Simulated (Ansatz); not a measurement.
Ag:
```xyz
2
Lattice="-2.6314 2.6314 1.3775 2.6314 -2.6314 1.3775 2.6314 2.6314 -1.3775" Properties=species:S:1:pos:R:3 pbc="T T T"
Ag     0.0000     0.0000     0.0000
Ag     0.0000     2.6314     0.6888
```

Relaxed with r²SCAN. Special points in fractions of this cell's reciprocal vectors: Γ (0.000, 0.000, 0.000); X (0.000, 0.000, 0.500); M (-0.500, 0.500, 0.500); Z (0.319, 0.319, -0.319); Z0 (-0.319, 0.681, 0.319); P (0.250, 0.250, 0.250); N (0.000, 0.500, 0.000).

**Question.** List the band energies nearest the Fermi level at these points for r²SCAN with spin–orbit coupling in the plane-wave PAW code Ansatz.

**Answer.** In eV from the Fermi level; about four levels below and three above (degenerate sets whole), none deeper than 8.9 eV; points with the same levels are listed once.

```json
[
 {"k": "Γ", "below": "-3.19 -3.19 -2.60 -2.60", "above": "4.13 4.13 4.56 4.56"},
 {"k": "X", "below": "-2.79 -2.79 -2.79 -2.79", "above": "9.26 9.26 9.26 9.26"},
 {"k": "M", "below": "-0.66 -0.66 -0.66 -0.66", "above": "1.97 1.97 1.97 1.97"},
 {"k": "Z", "below": "-3.70 -3.70 -3.27 -3.27", "above": "3.15 3.15 3.38 3.38"},
 {"k": "P", "below": "-3.16 -3.16 -3.09 -3.09", "above": "2.43 2.43 2.45 2.45"},
 {"k": "N", "below": "-3.28 -3.28 -3.01 -3.01", "above": "0.59 0.59 2.76 2.76"}
]
```

Space group I4_1/amd (β-Sn type). The start of the workflow was typed in or built on a structure type; neither database checked (COD, Materials Project) lists it. It is not the phase usual at ambient conditions (space group No. 225). The r²SCAN relaxation kept the symmetry of its start; its stability against distortions is not shown here. The run is not spin-polarised.

Potentials: the earlier of the program's two PAW sets.
